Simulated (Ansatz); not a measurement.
SrPt5 in space group P6/mmm (No. 191; Sr on 1a, Pt on 3g, Pt on 2c), r²SCAN in the plane-wave PAW code Ansatz, all energies at zero smearing, with the estimated change up to a 700 eV cutoff added, with one set of potentials and settings (totals compare only within such a set). Cell of 6 atoms (1 Sr, 5 Pt): -66242.684 eV.

```
element                reference phase  E (eV/atom)
-------  -----------------------------  -----------
Sr       P6_3/mmc, 2 atoms in the cell   -3555.1144
Pt          Fm-3m, 1 atoms in the cell  -12536.7848
```

Formation energy per atom, worked out: (-66242.684 − 1×(-3555.1144) − 5×(-12536.7848))/6 = -0.608 eV/atom (-59 kJ per mol of atoms), at 0 K, without zero-point energy or fitted corrections.

The first step of the workflow began from a Materials Project structure, measured or hypothetical; the Crystallography Open Database files this formula in space group No. 191, but the cells were not matched. Its standing as an ambient phase is unchecked. The cell was relaxed with r²SCAN under the symmetry of its start; its stability against distortions is not shown here. The run is not spin-polarised. The references are the lowest solids computed at this level, not always the standard phases. Spin–orbit coupling is left out wherever it is not named.

Potentials: the later of the program's two PAW sets.
